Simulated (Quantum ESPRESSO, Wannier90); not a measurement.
**InAs (wurtzite), plane waves to Wannier functions**

```xyz
4
Lattice="4.3114 0.0000 0.0000 -2.1557 3.7338 0.0000 0.0000 0.0000 7.0888" Properties=species:S:1:pos:R:3 pbc="T T T"
In    -2.1557     1.2446    -3.5402
In     2.1557    -1.2446     0.0042
As    -2.1557     1.2446    -0.8867
As     2.1557    -1.2446     2.6577
```

Cell from Materials Project (mp-1007652), symmetrised, no further relaxation. Not found in the COD (Crystallography Open Database) copy used, which has the formula in other groups; not checked further. Level: PBEsol, spinors with spin-orbit coupling; pw.x of Quantum ESPRESSO at 68 Ry with PseudoDojo potentials, 4×4×4 k-points, Wannier90. Density: 12×12×6 mesh, cold smearing 0.01 Ry. With spin-orbit coupling a semilocal functional can close or falsely invert a small gap; the band order was not checked against a better method.

Valence charges of the files: In 13, As 15. 92 bands were computed.

Isolated groups of bands, relative to the Fermi level (bands from 45 on overlap up to the last one computed):

```tsv
bands	from (eV)	to (eV)	filling	weight on atomic waves
1–8	-35.62	-35.61	filled	As 3d 100 %
9–20	-34.89	-34.88	filled	As 3d 100 %
21–28	-14.99	-14.87	filled	In 4d 98 %
29–40	-14.26	-14.00	filled	In 4d 98 %
41–44	-11.83	-9.87	filled	As 4s 63 %, In 5p 21 %, In 5s 10 %
```

Wanted is a model with the orbitals In s p, As s p, without the filled groups that are mainly made of other shells (semicore states, and anion s where it isn't named); all higher bands stay in for disentanglement.

Q: Give num_wann, exclude_bands and num_bands, and the number of electrons that the model holds.

A: Electrons: 2×13 + 2×15 = 56, or 56.0 bands' worth; no gap over 0.05 eV opens at the Fermi level at this level of theory.
num_wann = 2 × (2×4 + 2×4) = 32.
exclude_bands = 1-40, 40 bands, so num_bands = 92 − 40 = 52.
The model holds 56 − 1×40 = 16 electrons. With the window frozen to 1.50 eV it follows pw.x to 24 meV rms (states up to 1.0 eV relative to the Fermi level).
